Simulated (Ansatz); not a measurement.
The calculation used DFT PBE, scalar-relativistic, plane waves, PAW (Ansatz 0.2.0). All cells share a 420 eV cutoff and Γ-centred k meshes spaced at most about 0.3 Å⁻¹ (about 0.25 or finer for metals, 2π included). No spin polarisation in the final relaxations.

All energies are static (0 K, no zero-point motion).

Two forms of HfSnSe4 were relaxed alike.

A.

```xyz
6
Lattice="4.8908 0.0000 0.0000 -2.4454 4.2355 0.0000 0.0000 0.0000 10.4213" Properties=species:S:1:pos:R:3 pbc="T T T"
Hf    0.0000    0.0000    0.0000
Sn    0.0000    0.0000    5.2107
Se    0.0000    0.0000    7.7884
Se    0.0000    0.0000    2.6329
Se    0.0000    2.8237    0.0000
Se    2.4454    1.4118    0.0000
```

B.

```xyz
6
Lattice="4.6387 0.0000 0.0000 0.0000 4.6387 0.0000 0.0000 0.0000 7.0481" Properties=species:S:1:pos:R:3 pbc="T T T"
Hf    0.0000    0.0000    0.0000
Sn    2.3193    2.3193    3.5240
Se    2.3193    0.0000    5.4563
Se    0.0000    2.3193    1.5917
Se    2.3193    0.0000    1.5917
Se    0.0000    2.3193    5.4563
```

Question: Which would you expect to be lower, and how large is the difference?

Answer: B is lower, by 0.38 eV/atom. A has space group P6/mmm (No. 191), 36.0 Å³/atom and no gap on its mesh; B has Hf and Sn ordered on fluorite sites, space group P4/mmm (No. 123), 25.3 Å³/atom and no gap. Counting Se atoms around Hf and Sn (those within 1.25 times the shortest such distance or 1.15 times the sum of covalent radii), A has Hf 8, Sn 2 and B has Hf 8, Sn 8. The denser one is the lower, and pressure would at first widen the difference. In A, around Hf lie 2 Se at 2.63 Å and 6 Se at 2.82 Å; around Sn lie 2 Se at 2.58 Å; Se on a site of symmetry 6mm has 1 Sn at 2.58 Å and 1 Hf at 2.63 Å; 1 more site not described. In B, around Hf lie 8 Se at 2.81 Å; Sn is surrounded by 8 Se at 3.02 Å; around Se lie 2 Hf at 2.81 Å, 2 Sn at 3.02 Å and 5 Se at 3.18–3.28 Å. Both come from invented guesses. A third cell relaxed alike, in P-3m1, lies 0.30 eV/atom below the lower of the two.

These runs have no spin–orbit coupling, which can matter for Hf. Cells relaxed within their symmetry can be saddle points.
